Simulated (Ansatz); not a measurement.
Trial structures of EuS₃: starts and ends

Computed with DFT PBE, scalar-relativistic, plane waves, PAW in Ansatz. Settings: cutoff 420 eV, Γ-centred meshes spaced at most about 0.3 Å⁻¹, and about 0.25 Å⁻¹ or finer for metals (2π included), Gaussian smearing. Collinear spin in cells that started with moments and kept them past the coarse steps, no spin elsewhere.

Each guess was relaxed in cell and atoms at zero pressure, within the symmetry of its start. Temperature and zero-point effects are left out. Coordination counts S atoms around Eu (those within 1.25 times the shortest such distance or 1.15 times the sum of covalent radii; a plus sign parts nearer from farther groups).

```
guess    made from  start group  V start (Å³/atom)            end group  V end (Å³/atom)  coordination at the end  gap on mesh (eV)  largest moment (μB)  E over the lowest end (meV/atom)
    1  random cell         Immm               29.7                    ?                ?                        ?                 ?                    ?                                 ?
    2   Cu3Sb type        Pm-3m               21.9                Pm-3m             19.5                    Eu 12                 0                  6.5                               109
    3  random cell       P6/mmm               25.3               P6/mmm             26.2                     Eu 2                 0                  6.7                               601
    4   NdMg3 type        Fm-3m               32.2  Fm-3m (BiF3 (D0_3))             20.3                   Eu 8+6                 0                  6.5                               288
    5   Tl3Bi type     P6_3/mmc               25.3             P6_3/mmc             19.9                   Eu 6+6                 0                  6.4                                 0
```

Guess 1 as it starts:

```cif
data_structure
_symmetry_space_group_name_H-M 'Immm'
_symmetry_Int_Tables_number 71
_cell_length_a 5.4686
_cell_length_b 5.6928
_cell_length_c 7.6326
_cell_angle_alpha 90.000
_cell_angle_beta 90.000
_cell_angle_gamma 90.000
_cell_volume 237.62
loop_
_atom_site_label
_atom_site_type_symbol
_atom_site_symmetry_multiplicity
_atom_site_Wyckoff_symbol
_atom_site_fract_x
_atom_site_fract_y
_atom_site_fract_z
_atom_site_occupancy
Eu1 Eu 2 c 0.00000 0.00000 0.50000 1
S1 S 4 i 0.00000 0.00000 0.11516 1
S2 S 2 b 0.50000 0.00000 0.00000 1
```

Question: Fill in the missing row: what does this guess relax into, and where does it rank?

Answer: It ends in space group Immm (No. 71), with a = 5.209 Å, b = 5.523 Å, c = 7.750 Å, 27.9 Å³/atom and no gap, with moments up to 6.7 μB. It lies 0.31 eV/atom over the lowest end, above guess 4 and below guess 3. Counting S atoms around Eu, this end has Eu 4 and the lowest (guess 5) has Eu 6+6. This end holds S–S pairs (shortest 2.06 Å); in the lowest (guess 5) the shortest S–S distance is 2.68 Å, near bonding range too.

```xyz
4
Lattice="-2.6044 2.7613 3.8752 2.6044 -2.7613 3.8752 2.6044 2.7613 -3.8752" Properties=species:S:1:pos:R:3 pbc="T T T"
Eu    0.0000    0.0000    3.8752
S     0.0000    0.0000    1.0287
S     0.0000    0.0000    6.7216
S     2.6044    0.0000    0.0000
```

The zero of energy is the elements' standard structures at the same level; no fitted shifts are applied.

Question: Is the lowest end bound against the elements?

Answer: Yes: its formation energy is −0.67 eV/atom. A negative formation energy is needed for stability but isn't enough: competing phases decide.

No dispersion correction is applied, so the spacing and binding between layers, chains or molecules are poorly described (Immm), and this can change margins and order among such cells. In such compounds of Eu a zero gap at this level may well be an artefact, since no Hubbard U is applied. The reference form of S is held partly by dispersion forces, which this level lacks. Another magnetic order may lie lower. Cells relaxed within their symmetry can be saddle points. A lower structure may well exist outside this small set. Some structure types and database cells were kept out of the candidates from the start, so a known form may be missing.
